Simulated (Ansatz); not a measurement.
BiIrS:
```yaml
crystal:
  lattice:
    - [6.13326, 0.00000, 0.00000]
    - [0.00000, 6.13326, 0.00000]
    - [0.00000, 0.00000, 6.13326]
  atoms:
    - { symbol: Bi, position: [0.13043, 0.63043, 0.86957] }
    - { symbol: Bi, position: [0.36957, 0.36957, 0.36957] }
    - { symbol: Bi, position: [0.63043, 0.86957, 0.13043] }
    - { symbol: Bi, position: [0.86957, 0.13043, 0.63043] }
    - { symbol: Ir, position: [0.47441, 0.97441, 0.52559] }
    - { symbol: Ir, position: [0.02559, 0.02559, 0.02559] }
    - { symbol: Ir, position: [0.97441, 0.52559, 0.47441] }
    - { symbol: Ir, position: [0.52559, 0.47441, 0.97441] }
    - { symbol: S, position: [0.88227, 0.38227, 0.11773] }
    - { symbol: S, position: [0.61773, 0.61773, 0.61773] }
    - { symbol: S, position: [0.38227, 0.11773, 0.88227] }
    - { symbol: S, position: [0.11773, 0.88227, 0.38227] }
```

PBEsol in the plane-wave PAW code Ansatz gives a gap of 0.68 eV without spin–orbit coupling, maximum off the standard path, at k = (0.000, 0.331, 0.362), minimum on the Γ–R line, 92 % of the way from Γ.

Task: What happens when spin–orbit coupling is switched on?

Result: The gap shrinks by 0.15 eV, to 0.53 eV; maximum off the standard path, at k = (0.000, 0.339, 0.367), minimum on the Γ–R line, 95 % of the way from Γ.

Space group P2_13. The first step of the workflow began from a Materials Project structure, measured or hypothetical; the Crystallography Open Database copy checked does not list it. Its standing as an ambient phase is unchecked. The cell was relaxed with PBEsol under the symmetry of its start; its stability against distortions is not shown here. The run is not spin-polarised.

Potentials: the later of the program's two PAW sets.
